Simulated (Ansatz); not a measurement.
Relaxation of a relaxed SnO cell displaced along its unstable phonon at q = (½, 0, 0) of its primitive reciprocal cell (89i cm⁻¹), largest move 0.15 Å; 4 atoms in the cell, which starts as R3m, hexagonal axes (No. 160), hR4; a = b = 3.825 Å, c = 18.738 Å, α = β = 90.00°, γ = 120.00°. All values below come from r2SCAN (plane waves to 500 eV, PAW, scalar-relativistic; Ansatz, a program for electronic structure). Γ-centred k-mesh 5×10×10 on the run's cell (coarser than for final values), Fermi–Dirac smearing 0.05 eV. This is the first round of the run. 

The optimiser's lines from the output (shortened; P is positive under compression):

```
relax step   1: F+E_penalty+E_count = -13212.29931593 eV  Δ(F+E_penalty+E_count) = +0.000e0 eV  max|allowed force component| = 2.464e-1 eV/Å  Δτ_max = 0.0000 Å  P = -0.769 GPa  Ω = 79.131 Å³  (11 SCF iters, dr2 threshold 1.00e-7 eV, accepted)
relax step   2: F+E_penalty+E_count = -13212.37818278 eV  Δ(F+E_penalty+E_count) = -7.887e-2 eV  max|allowed force component| = 4.934e-1 eV/Å  Δτ_max = 0.0725 Å  P = -1.076 GPa  Ω = 78.301 Å³  (8 SCF iters, dr2 threshold 4.00e-7 eV, accepted)
relax step   3: F+E_penalty+E_count = -13212.73667896 eV  Δ(F+E_penalty+E_count) = -3.585e-1 eV  max|allowed force component| = 6.133e-1 eV/Å  Δτ_max = 0.1781 Å  P = -3.057 GPa  Ω = 76.986 Å³  (9 SCF iters, dr2 threshold 4.00e-7 eV, accepted)
relax step   4: F+E_penalty+E_count = -13213.00421624 eV  Δ(F+E_penalty+E_count) = -2.675e-1 eV  max|allowed force component| = 3.141e-1 eV/Å  Δτ_max = 0.1964 Å  P = -2.542 GPa  Ω = 73.228 Å³  (8 SCF iters, dr2 threshold 4.00e-7 eV, accepted)
relax step   5: F+E_penalty+E_count = -13213.12822935 eV  Δ(F+E_penalty+E_count) = -1.240e-1 eV  max|allowed force component| = 7.552e-1 eV/Å  Δτ_max = 0.1905 Å  P = +1.465 GPa  Ω = 70.162 Å³  (8 SCF iters, dr2 threshold 4.00e-7 eV, accepted)
relax step   6: F+E_penalty+E_count = -13213.21836323 eV  Δ(F+E_penalty+E_count) = -9.013e-2 eV  max|allowed force component| = 7.834e-1 eV/Å  Δτ_max = 0.1706 Å  P = -0.148 GPa  Ω = 70.339 Å³  (8 SCF iters, dr2 threshold 4.00e-7 eV, accepted)
relax step   7: F+E_penalty+E_count = -13213.31891919 eV  Δ(F+E_penalty+E_count) = -1.006e-1 eV  max|allowed force component| = 5.242e-1 eV/Å  Δτ_max = 0.0114 Å  P = -0.015 GPa  Ω = 70.043 Å³  (7 SCF iters, dr2 threshold 4.00e-7 eV, accepted)
relax step   8: F+E_penalty+E_count = -13213.37353519 eV  Δ(F+E_penalty+E_count) = -5.462e-2 eV  max|allowed force component| = 2.352e-1 eV/Å  Δτ_max = 0.0323 Å  P = +0.664 GPa  Ω = 70.045 Å³  (8 SCF iters, dr2 threshold 4.00e-7 eV, accepted)
relax step   9: F+E_penalty+E_count = -13213.38891263 eV  Δ(F+E_penalty+E_count) = -1.538e-2 eV  max|allowed force component| = 7.340e-2 eV/Å  Δτ_max = 0.0539 Å  P = -0.428 GPa  Ω = 70.144 Å³  (8 SCF iters, dr2 threshold 4.00e-7 eV, accepted)
relax step  10: F+E_penalty+E_count = -13213.38986029 eV  Δ(F+E_penalty+E_count) = -9.477e-4 eV  max|allowed force component| = 2.325e-2 eV/Å  Δτ_max = 0.0132 Å  P = +0.319 GPa  Ω = 69.825 Å³  (6 SCF iters, dr2 threshold 4.00e-7 eV, accepted)
relax step  11: F+E_penalty+E_count = -13213.38996431 eV  Δ(F+E_penalty+E_count) = -1.040e-4 eV  max|allowed force component| = 6.863e-3 eV/Å  Δτ_max = 0.0052 Å  P = -0.115 GPa  Ω = 70.280 Å³  (6 SCF iters, dr2 threshold 2.64e-7 eV, accepted)
relax step  12: F+E_penalty+E_count = -13213.39010725 eV  Δ(F+E_penalty+E_count) = -1.429e-4 eV  max|allowed force component| = 3.027e-3 eV/Å  Δτ_max = 0.0043 Å  P = +0.031 GPa  Ω = 70.052 Å³  (7 SCF iters, dr2 threshold 3.45e-8 eV, accepted)
relax step  13: F+E_penalty+E_count = -13213.39010503 eV  Δ(F+E_penalty+E_count) = +2.216e-6 eV  max|allowed force component| = 4.636e-4 eV/Å  Δτ_max = 0.0010 Å  P = +0.003 GPa  Ω = 70.098 Å³  (6 SCF iters, dr2 threshold 3.08e-9 eV, accepted)
relax step  14: F+E_penalty+E_count = -13213.38737076 eV  Δ(F+E_penalty+E_count) = +2.734e-3 eV  max|allowed force component| = 4.900e-4 eV/Å  Δτ_max = 0.0000 Å  P = +0.014 GPa  Ω = 70.098 Å³  stress off target by 1.65e-2 GPa  SCF on the basis re-selected at this cell (its energy is not comparable with the rows above)  (7 SCF iters)
```

From the first to the last row the energy changes by -0.27 eV/atom and the volume by -11.4 %. The last row is marked as not comparable with the walk above it, whose basis was carried along; it does compare with step 1, since both stand on a basis selected at the nominal cutoff for their own cell.

Later rounds, restarted from the end of this one on a renewed k-mesh, logged 4 more steps and released under 0.01 eV/atom more. The final structure after all rounds: R3m, hexagonal axes (No. 160), hR4; a = b = 3.5960 Å, c = 18.7782 Å, α = β = 90.00°, γ = 120.00°. Between re-selections the logged energies stand on a plane-wave basis carried along with the cell. No spin polarisation in the result.

The run could not lose the symmetry of its start, so the end can be a saddle point.

The relaxed structure here is a generated cell of SnO: the first start was made by placing the elements on the sites of a structure type, and the end was not matched to a known phase here, so it may be hypothetical. Known forms of SnO include space group No. 129.
